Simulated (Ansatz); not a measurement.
## Zr₂Ga: enthalpy against pressure

Zr₂Ga, I4/mcm, a = 6.704 Å, c = 5.432 Å. The structure is a COD entry; whether it is the stable form wasn't checked. Ansatz: r2SCAN, PAW, 500 eV, Γ-centred 8×8×8 mesh on 6 atoms, Gaussian smearing 0.10 eV; no spin polarisation. Cell and atoms are relaxed at each pressure, and no other structure is tried, so the rows at high pressure may lie past a change of phase. y is the enthalpy over the state at zero pressure; there V0 = 20.348 Å³/atom. The pressures are the targets, met within 0.03 GPa.

```
P (GPa) y (eV/atom)
   -1.0      -0.1275
    0.0       0.0000
    1.0       0.1264
    4.0       0.4992
   12.0       1.4531
   25.0       2.9050
   50.0            ?
   90.0       9.0692
```

Q: Fit y = c1 P + c2 P² + c3 P³ to the other rows, say what c1 and c2 mean, and predict the missing value.

A: Least squares on the rows shown. y = 0.12631 P − 0.00045131 P² + 1.8612×10⁻⁶ P³. Since dH/dP = V, c1 is V0: 0.12631 eV/GPa × 160.2 = 20.235 Å³ against 20.348; c2 = −V0/(2B0) gives B0 = 140 GPa, where a Birch–Murnaghan fit to the volumes of the same runs (not shown) gives 112 GPa: a cubic over this range folds the higher terms into c2. Above P = −c2/(3 c3) = 81 GPa the cubic's slope, the volume, would rise with pressure, so the form fails there. At P = 50.0 the fit asked for gives 5.4199 eV/atom. The run gave 5.4485 eV/atom, so the fit is 0.0286 eV/atom too low, 0.31 % of the span of the series, against an rms of 0.0007 eV/atom on the fitted rows. With a term in P⁴ added, a fit to the same known rows predicts 5.4781 eV/atom, which misses by about as much or more on the other side: the known rows don't fix the higher terms.

The mesh isn't the same in all rows (8×8×8, 10×10×10).